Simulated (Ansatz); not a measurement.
GaB: reading a single point

```yaml
crystal:
  lattice:
    - [4.63645, 0.00000, 0.00000]
    - [0.05017, 4.63618, 0.00000]
    - [0.05017, 0.04963, 4.63592]
  atoms:
    - { symbol: Ga, position: [0.00000, 0.00000, 0.00000] }
    - { symbol: Ga, position: [0.50000, 0.50000, 0.00000] }
    - { symbol: Ga, position: [0.00000, 0.50000, 0.50000] }
    - { symbol: Ga, position: [0.50000, 0.00000, 0.50000] }
    - { symbol: B, position: [0.50000, 0.50000, 0.50000] }
    - { symbol: B, position: [0.00000, 0.00000, 0.50000] }
    - { symbol: B, position: [0.50000, 0.00000, 0.00000] }
    - { symbol: B, position: [0.00000, 0.50000, 0.00000] }
```

Method: PBE, no spin polarisation; PAW, plane waves to 420 eV, 7×7×7 Γ-centred mesh, fermi-dirac occupations (width 0.1 eV) (Ansatz 0.2.0), atoms fixed.

**Charges.** Bader charges in e: Ga +0.65, B -0.65. In the mean Ga gives up most and B takes most.
**Stress.** The pressure is -3.1 GPa (compression positive), so with the atoms held at these fractions the cell would first shrink.
**At the Fermi level.** It is a metal, with about 2.9 states/eV a cell as the mean within 0.25 eV of the Fermi level, mostly B p (63 %) and Ga p (26 %).
**Contacts.** Ga–B at 2.32 Å: least valence density 0.37 e/Å³ and ELF 0.51 there. These are pseudo-fields; inside the PAW spheres they differ from the all-electron ones.
**Formation energy.** 0.90 eV an atom against the elements' usual phases (free molecules for gases, crystals otherwise, with no correction for O₂ or N₂), so at this geometry it isn't bound against them. Relaxing would lower it.

Origin: a known structure type with other elements, at an estimated volume, so it need not be a known compound.
